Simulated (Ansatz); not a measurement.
An Ansatz (a first-principles code) input:

Ansatz 0.2 input:
```yaml
crystal:
  lattice:
    - [0.0, 3.2700132706, 3.2700132706]
    - [3.2700132706, 0.0, 3.2700132706]
    - [3.2700132706, 3.2700132706, 0.0]
  atoms:
    - { symbol: Hf, position: [0.0, 0.0, 0.0] }
    - { symbol: Hf, position: [0.25, 0.25, 0.25] }
kpoints:
  mp_grid: { grid: [8, 8, 8] }
  band_path:
    path:
      - [[0.0, 0.0, 0.0], [0.5, 0.0, 0.5], [0.625, 0.25, 0.625]]  # Γ-X-U
      - [[0.375, 0.375, 0.75], [0.0, 0.0, 0.0], [0.5, 0.5, 0.5], [0.5, 0.25, 0.75], [0.5, 0.0, 0.5]]  # K-Γ-L-W-X
    npoints: 12
basis: { ecutwfc: 600, xc_grid: 2 }
hamiltonian:
  xc: pbe
  pseudopotentials: { azcp: { folder: ./paw }, kind: paw_fr }
magnetization: { noncollinear: true, spin_orbit: true }
scf:
  n_extra_bands: 12
  convergence: { dr2_threshold: 0.0000000001 }
  occupations: { method: gaussian, width: 0.05 }
output: { eigenvalues: true }
```

### Question
How many symmetry operations and irreducible k-points will the run report?

### Answer
48 operations, 29 of 512 k-points.

### Question
With a cutoff of 600 eV, how many plane waves at Γ?

### Answer
2277.

It took very roughly 70 core-seconds on shared server cores.

Space group Fd-3m (diamond). The start of the workflow was typed in or built on a structure type; neither database checked (COD, Materials Project) lists it. It is not the phase usual at ambient conditions (space group No. 194). The PBE relaxation kept the symmetry of its start; its stability against distortions is not shown here. The run is not spin-polarised.

Potentials: the earlier of the program's two PAW sets.

Ansatz is a plane-wave DFT program.
